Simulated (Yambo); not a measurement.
Yambo run on CaC₂ (space group I4/mmm, No. 139). The wavefunctions are norm-conserving PBEsol (Quantum ESPRESSO, 82 Ry, scalar-relativistic) ones on a 6×6×6 mesh (9 occupied bands); a = 4.164 Å, b = 4.164 Å, c = 4.164 Å, α = 125.39°, β = 125.39°, γ = 80.89°.

Yambo input:

```
rim_cut
HF_and_locXC
RandQpts= 1000000
RandGvec= 1 Ry
EXXRLvcs= 82 Ry
VXCRLvcs= 328 Ry
% QPkrange
 1 | 1 | 9 | 10 |
 4 | 4 | 9 | 10 |
 12 | 12 | 9 | 10 |
 30 | 30 | 9 | 10 |
%
```

k points by index: 1 = Γ, 4 = X, 12 = N, 30 = Z.

The o-*.hf file then holds:

```
#    K-point    Band    Eo [eV]    Ehf [eV]    Vxc [eV]    Vnlxc [eV]
#
    1    9    -0.960395    -3.760879    -14.00956    -16.81004
    1    10    3.071627    8.394219    -12.14642    -6.823832
    4    9    -1.110347    -5.526580    -14.12223    -18.53846
    4    10    1.042700    5.322067    -10.67163    -6.392261
    12    9    -0.862574    -5.150181    -13.94238    -18.22999
    12    10    4.782802    9.798177    -12.23266    -7.217287
    30    9    0.000000    -3.965405    -14.95581    -18.92122
    30    10    3.148474    8.592135    -10.74168    -5.298017
```
Exchange alone, without screening.

Geometry relaxed with PBEsol.

The structure is a Materials Project entry; no match was found in the copy of COD used, and its stability was not checked.
